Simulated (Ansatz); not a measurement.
An Ansatz input:

```yaml
crystal:
  lattice:
    - [0.0, 2.4659906881, 2.4659906881]
    - [2.4659906881, 0.0, 2.4659906881]
    - [2.4659906881, 2.4659906881, 0.0]
  atoms:
    - { symbol: Be, position: [0.125, 0.125, 0.125] }
    - { symbol: Be, position: [0.875, 0.875, 0.875] }
hamiltonian:
  xc: r2scan0
  pseudopotentials:
    kind: paw
    azcp:
      Be: "pseudopotentials/Be.paw.azcp"
basis:
  ecutwfc: 500
  fft_grid_basis: typed
kpoints:
  mp_grid: { grid: [6, 6, 6], shift: [0, 0, 0] }
magnetization:
  spin_polarized: false
scf:
  occupations: { method: fermi_dirac, width: 0.1 }
```

and its output:

```
Engine: ansatz 0.2.0, aarch64-unknown-linux-gnu
Pseudopotentials: kind: paw
Pseudopotential: Be, paw, valence charge 2, recommended cutoff 500 eV (meta_gga) 
Functional definition: r2SCAN0
  parameter a = 0.25
  parameter k0 = 0.174
  parameter k1 = 0.065
  parameter a1 = 4.9479
  exchange = (1 - a)*r2scan_x(k0 = k0, k1 = k1, a1 = a1) + a*exact_x
  correlation = r2scan_c
Crystal: 2 atoms, lattice volume = 29.992 Å³
Basis set: ecut = 500 eV, 749 PW (Γ), exchange–correlation on 108×108×108 points (64 copies of the dense FFT grid, shifted against one another)
Bands: 6, of which v1, the nominal top of the filled ones, is band 2 counted from 1 (1 counted from 0)
Symmetry: 48 space group operations
Space group: Fd-3m (ITA 227), of the structure as read, at distance tolerance 3.1e-5 Å
k-points: 16 of 216
Non-local potential: Be, projectors of the file, l = 0: 2, l = 1: 2, l = 2: 1
PAW form: soft (Blöchl's): semilocal exchange-correlation on the pseudo side does not see the compensation charge
PAW frozen core: Be, regenerated for the run's functional, and the local potential with it (the file was generated under x = pbe(κ = 0.804, μ = 0.2195149727645171), c = pbe(β = 0.06672455060314922))
PAW one-centre angular grid: Be, 302 points (default); XC on 255 of its mesh's 2635 points in the sphere
Initial density: superposition of atomic densities (neutral atoms: chi_scale 0, normalization atom), corrected by the library's trained network
Initial wavefunctions: pseudopotential atomic-orbital guess
Functional: x = r2scan, c = r2scan; τ floored in thin density (d = 2e-4 eV/Å³), warm-up for x = 0.75 r2scan + 0.25 exact, c = r2scan; τ floored in thin density (d = 2e-4 eV/Å³)
SCF iter   1: F=—  HF=-183.194892 eV  |F-HF|=—  |Δ(HF+E_count)|=         —  Δρ=1.95e-3  dr2=9.92e-4  dr2_τ=1.96e-2  ethr=1.77e-3  ⟨swp⟩=7.0  Hψ=513  notcnv=0
SCF iter   2: F=—  HF=-183.198492 eV  |F-HF|=—  |Δ(HF+E_count)|=   3.60e-3  Δρ=1.13e-3  dr2=2.79e-4  dr2_τ=1.20e-5  ethr=2.48e-5  ⟨swp⟩=3.1  Hψ=232  notcnv=0
iter 3 solved again at ethr=1.74e-7 eV; its pass at ethr=6.98e-6 eV (dr2=6.96e-6 eV) is discarded
SCF iter   3: F=—  HF=-183.198946 eV  |F-HF|=—  |Δ(HF+E_count)|=   4.54e-4  Δρ=1.82e-4  dr2=6.90e-6  dr2_τ=3.31e-7  ethr=1.74e-7  ⟨swp⟩=2.0  Hψ=307  notcnv=0
SCF iter   4: F=—  HF=-183.198967 eV  |F-HF|=—  |Δ(HF+E_count)|=   2.12e-5  Δρ=7.11e-5  dr2=8.68e-7  dr2_τ=1.46e-8  ethr=1.72e-7  ⟨swp⟩=3.0  Hψ=170  notcnv=0
SCF iter   5: F=—  HF=-183.198970 eV  |F-HF|=—  |Δ(HF+E_count)|=   3.01e-6  Δρ=1.60e-5  dr2=4.81e-8  dr2_τ=1.28e-9  ethr=2.17e-8  ⟨swp⟩=3.0  Hψ=170  notcnv=0
SCF iter   6: F=-183.198970 eV  HF=-183.198970 eV  |F-HF|=4.64e-10  |Δ(HF+E_count)|=   1.21e-7  Δρ=1.13e-6  dr2=2.52e-10  dr2_τ=5.09e-12  ethr=1.20e-9  ⟨swp⟩=3.0  Hψ=171  notcnv=0
SCF 1 converged in 6 iterations: F = -183.198970 eV  dr2 = 2.52e-10
Initial density: handed on by an earlier stage of this run
Initial wavefunctions: those handed on with the density
Functional: x = 0.75 r2scan + 0.25 exact, c = r2scan; τ floored in thin density (d = 2e-4 eV/Å³)
Frozen-core exchange: fock
iter 1 solved again at ethr=5.88e-5 eV; its pass at ethr=1.00e-1 eV (dr2=2.35e-3 eV) is discarded
SCF iter   1: F=—  HF=-182.897565 eV  |F-HF|=—  |Δ(HF+E_count)|=         —  Δρ=2.13e-3  dr2=3.25e-3  dr2_τ=4.08e-5  ethr=5.88e-5  ⟨swp⟩=4.0  Hψ=480  notcnv=0
SCF iter   2: F=—  HF=-182.902009 eV  |F-HF|=—  |Δ(HF+E_count)|=   4.44e-3  Δρ=1.17e-3  dr2=7.43e-4  dr2_τ=1.15e-6  ethr=5.88e-5  ⟨swp⟩=2.1  Hψ=131  notcnv=0  defer=1
SCF iter   3: F=-182.901929 eV  HF=-182.901925 eV  |F-HF|=3.81e-6  |Δ(HF+E_count)|=   8.37e-5  Δρ=6.72e-5  dr2=3.96e-6  dr2_τ=1.18e-7  ethr=1.83e-5  ⟨swp⟩=2.1  Hψ=131  notcnv=0  defer=1
SCF 2 stopped early in 3 iterations: F = -182.901929 eV  dr2 = 3.96e-6
hybrid outer 1: dexx = +6.074e-3 eV, tail = 8.60e-6 eV
Frozen-core exchange: fock
SCF iter   1: F=—  HF=-182.901942 eV  |F-HF|=—  |Δ(HF+E_count)|=         —  Δρ=2.94e-5  dr2=2.74e-7  dr2_τ=7.94e-9  ethr=1.07e-6  ⟨swp⟩=4.6  Hψ=299  notcnv=0
SCF iter   2: F=—  HF=-182.901943 eV  |F-HF|=—  |Δ(HF+E_count)|=   4.68e-7  Δρ=1.91e-5  dr2=1.12e-7  dr2_τ=1.65e-9  ethr=5.45e-9  ⟨swp⟩=3.2  Hψ=166  notcnv=0  defer=1
iter 3 solved again at ethr=1.21e-10 eV; its pass at ethr=2.76e-9 eV (dr2=4.83e-9 eV) is discarded
SCF iter   3: F=-182.901943 eV  HF=-182.901943 eV  |F-HF|=2.23e-9  |Δ(HF+E_count)|=   2.95e-9  Δρ=3.14e-6  dr2=6.26e-9  dr2_τ=1.53e-10  ethr=1.21e-10  ⟨swp⟩=2.8  Hψ=313  notcnv=0  defer=4
SCF 3 converged in 3 iterations: F = -182.901943 eV  dr2 = 6.26e-9
hybrid outer 2: dexx = +4.728e-7 eV, tail = 1.31e-8 eV, Δε = 4.52e-3 eV (about 1.98e-4 eV left of the loop's levels)
hybrid SCF converged: 2 outer / 6 inner (+6 warm-up), last move |dexx| = 4.73e-7 eV, tail = 1.31e-8 eV
Stability not checked: this state was not tested for a lower state beside it, because the functional holds exact exchange (a hybrid, or Hartree-Fock), whose exchange loop this test does not read (fock_operator; see scf.lower_state_search)
Free energy (F): -182.901943 eV
Frozen-core exchange: fock
Harris-Foulkes:  -182.901943 eV  (|F-HF|=2.23e-9)
Internal energy: -182.888267 eV  (E = F + TS)
E sigma→0 (E₀):  -182.895105 eV
Entropy (-TS):   -0.013676 eV (-6.838 meV/atom)
Fermi energy:    2.268871 eV
--- Per-component energies (eV) ---
  E_band       = -5.852470
  E_kinetic    = 31.100818
  E_local      = -8.660726  (includes V_loc(G=0)·N_el)
  E_nonlocal   = 10.829343
  E_hartree    = 1.460048
  E_xc         = -25.966546
  E_vxc        = -29.214147  (∫ρ·V_xc dr)
  E_exx        = -5.503441  (= α·E_x^exact, valence–valence)
  E_paw        = -123.201882  (= ΣΔE_a)
  E_vpaw       = -2.731445  (= ΣTr[D̂ρ^β])
  E_aug_tail   = -0.000000  (compensation charges beyond the density's cutoff)
  E_vtau       = 0.910343  (kinetic-family band-sum trace: ∫τ·v_τ [+ j·A + Jᵃ·Aᵃ] dr)
  E_ewald      = -62.910199
  E_core_change = -0.035682  (= ΣΔE_core)
  E_smearing   = -0.013676  (= −TS)
  E_closure    = -0.000000  (closes the sum)
  Σ components = -182.901943   (vs F -182.901943, Δ=0.00e0)
--- Band table (eV; the first three rows and the last of 16) ---
  k-point 0: bands = ["-7.0318", "8.4813", "8.4813", "8.4814", "10.9510"]
  k-point 1: bands = ["-6.5255", "5.6125", "7.6717", "7.6717", "11.9538"]
  k-point 2: bands = ["-5.0256", "1.1128", "6.8101", "6.8101", "12.3200"]
  k-point 15: bands = ["-0.4546", "-0.4546", "1.7646", "1.7646", "11.8264"]
  guard bands above this table: 1 of the run's 6 bands, where the rule asks 2: the bands that hold charge and the lowest empty level above them stay in the table. The solve was not asked for them (output.publish_guard_bands: true or output.eigenvalues: true publishes all)
```

Command:

```sh
ansatz run input.yaml --threads 4 --pin off --max-ram 8192MiB --backend cpu --events-out ev --progress --plain --runs-dir out
```

On 4 threads of Arm Neoverse V1 (shared host) this took about 2.7 s of wall time and 8.5 s of CPU time, with 0.72 GiB at the peak.
